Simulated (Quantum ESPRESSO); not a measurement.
# Where does W sit best among Mo sites?

Calculated results; nothing here was measured. They come from pw.x of Quantum ESPRESSO 7.5, a plane-wave density functional program, with PseudoDojo standard norm-conserving files (v0.5 for PBE, v0.4.1 for LDA and PBEsol). The cells are made up: elements, strain and atom displacements were drawn at random, and nothing was relaxed. There is no spin polarisation, spin-orbit coupling or dispersion term.

The cell has 12 sites of a 2H layered lattice (rectangular cell). Sites 1 to 4 hold X X X X; sites 5 to 12 hold Se S Se S S Se S S. Cell vectors in Å: (3.174, -0.006, 0.008); (-0.011, 5.697, 0.036); (0.032, 0.083, 12.623). Settings: PBE, cutoff 1170 eV, 7 x 4 x 2 k mesh shifted by half a step, Fermi-Dirac smearing of 0.025 eV.

In each run one of the sites marked X holds W and the others hold Mo; cell and positions stay the same. E is the free energy of the cell.

```
site of the guest  first shell  mean distance (Å)  E above the lowest (eV)  P (GPa)  force on the guest (eV/Å)
                1        S4Se2              2.436                    0.030     6.29                      3.011
                2        S3Se3              2.469                    0.094     6.29                      2.650
                3         S5Se              2.436                    0.000     6.20                      1.899
                4        S3Se3              2.414                    0.084     6.47                      2.277
```

A rerun of one of these cells at 1467 eV and k mesh 9 x 6 x 4 moved values by no more than 0.003 eV in the cell's energy, 0.02 GPa in stress and 0.004 eV/Å in force.

## Reading the table

Site 3 is lowest, by 0.030 eV, over three times the rerun's bound. The first shells differ, so neighbours and distances change together and cannot be told apart here. The positions are random and not relaxed, so the differences hold for this frozen cell and are not site preferences of a real crystal.